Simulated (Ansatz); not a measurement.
C3OF2: computed properties

Method: Ansatz 0.2.0, DFT PBE+D3(BJ), scalar-relativistic, plane waves, PAW.

Plane waves to 420 eV, a k mesh through Γ of 4×6×4 on the computed 24-atom cell and Gaussian smearing (0.02 eV); no spin polarisation.

The structure is relaxed at this level of theory with its symmetry kept.

```
C O F
1.0
     6.76403    0.00000   -0.02501
     0.00000    5.41506    0.00000
    -2.69014    0.00000    8.46411
C O F
12 4 8
Cartesian
  4.5822 5.2185 0.7461
  0.8367 2.5110 3.4610
  -0.5083 0.1966 7.6930
  3.2372 2.9041 4.9782
  1.8232 0.8723 8.3907
  0.9056 3.5799 4.2805
  2.2507 4.5427 0.0484
  3.1683 1.8352 4.1586
  3.4597 4.2573 0.8573
  1.9592 1.5497 3.3498
  0.6142 1.1578 7.5818
  2.1147 3.8653 5.0893
  3.5345 3.2626 1.5675
  1.8844 0.5550 2.6396
  0.5394 2.1525 6.8716
  2.1895 4.8600 5.7995
  5.6555 4.9534 1.4762
  -0.2366 2.2459 2.7309
  -1.5816 0.4616 6.9629
  4.3104 3.1692 5.7082
  2.8276 1.7274 8.2521
  -0.0988 4.4350 4.4190
  1.2463 3.6876 0.1870
  4.1727 0.9801 4.0201
```

| Item | Value |
| --- | --- |
| Space group | P2_1/c (No. 14) |
| Volume per atom | 12.90 Å³ |
| Kohn–Sham band gap | 1.69 eV, indirect from (0.500, 0.333, 0.000) to (-0.500, -0.500, 0.490) |
| Löwdin character of the top 1 eV of the valence band | O 2p 48 %, C 2p 33 %, F 2p 14 % |
| Löwdin character of the lowest 1 eV of the conduction band | C 2p 54 %, O 2p 38 % |
| Electron masses at the edge by Cartesian direction of the standard setting (m_e; degenerate bands sorted by energy; no spin-orbit coupling) | x: 13, 13; y: 1.3, 0.93; z: 9.5, 9.5 |
| Hole masses at the edge by Cartesian direction of the standard setting (m_e; degenerate bands sorted by energy; no spin-orbit coupling) | x: 5.6; y: 5.7; z: 26 |

1 further run of this set didn't finish or converge.

Cost: 10 runs of about 73 core-minutes in all, on Intel Xeon Platinum 8375C (Ice Lake) (shared hosts).